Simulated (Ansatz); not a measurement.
**Calculated 115In NMR of the central transition for InSe at a changed volume**

Cell: a structure deposited in the COD, relaxed with PBE at fixed cell and then changed (volume scaled by 1.06, ions relaxed).

Space group P6_3/mmc (No. 194); a = 4.1294, c = 17.2620 Å, γ = 120.00°.

```
site  Wyckoff  site symmetry       x       y       z
  In       4f            3m.  0.3333  0.6667  0.1683
  Se       4f            3m.  0.3333  0.6667  0.5963
```

One atom of each set is listed.

Computed with Ansatz: DFT, PBE, plane waves and PAW, scalar-relativistic, 420 eV cutoff, Γ-centred 13×13×3 k-points, Fermi–Dirac smearing 0.05 eV.

115In has I = 9/2 and Q = 772.0 mb (Pyykkö 2018); at 35.2 T its Larmor frequency is ν₀ = 330.4 MHz (from the bare nuclear moment; shielding lowers the observed one by a per cent or two). Only the quadrupole interaction is simulated: positions count from each site's isotropic chemical shift, and shift anisotropy, dipolar and J coupling are left out.

(1) Simulate the second-order pattern (static powder, Gaussian broadening 20 kHz) of site In (3 Se at 2.69 Å; also 1 In at 2.82 Å).

Results:

(1) The calculation gives C_Q = -190 MHz and η = 0.00, so ν_Q = 7.94 MHz and the centre of gravity lies at -462 ppm (-153 kHz).

(offset (kHz), height): (-557.5, 0), (-528.7, 12), (-499.9, 100), (-471.1, 60), (-442.3, 44), (-413.5, 37), (-384.7, 33), (-355.9, 30), (-327.2, 28), (-298.4, 27), (-269.6, 25), (-240.8, 24), (-212.0, 24), (-183.2, 23), (-154.4, 23), (-125.6, 23), (-96.8, 22), (-68.0, 22), (-39.2, 22), (-10.4, 22), (18.4, 17), (47.2, 18), (76.0, 19), (104.7, 20), (133.5, 21), (162.3, 23), (191.1, 26), (219.9, 31), (248.7, 42), (277.5, 71), (306.3, 8), (335.1, 0)

An axis of threefold or higher order runs through In, so V_zz lies along it and η is zero.

Without spin–orbit coupling (the program notes it for In) the gradients can shift somewhat, as the gap is small. With a gap of 0.19 eV under a smearing of 0.05 eV the band edges are partly filled, so small gradients can hang on the smearing and the k-mesh.
